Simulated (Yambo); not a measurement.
```xyz
2
Lattice="0.0000 2.7349 2.7349 2.7349 0.0000 2.7349 2.7349 2.7349 0.0000" Properties=species:S:1:pos:R:3 pbc="T T T"
Al     0.0000     0.0000     0.0000
P      1.3674     1.3674     1.3674
```

Response from Yambo on PBEsol (Quantum ESPRESSO, PseudoDojo norm-conserving, 44 Ry, scalar-relativistic) bands: 16×16×16 mesh, 26 bands, 4 Ry local-field block, 0.2 eV broadening.

Q: Give the static electronic dielectric constant without and with local fields.

A: 
```tsv
field along	ε(0), independent particles	ε(0), RPA with local fields	refractive index √ε
x	9.02	7.84	2.80
```
Electronic (clamped-ion) response only. PBEsol gaps are usually too small, which raises these values. Convergence of the RPA response with its 16×16×16 mesh was not tested.

Geometry relaxed with PBEsol.
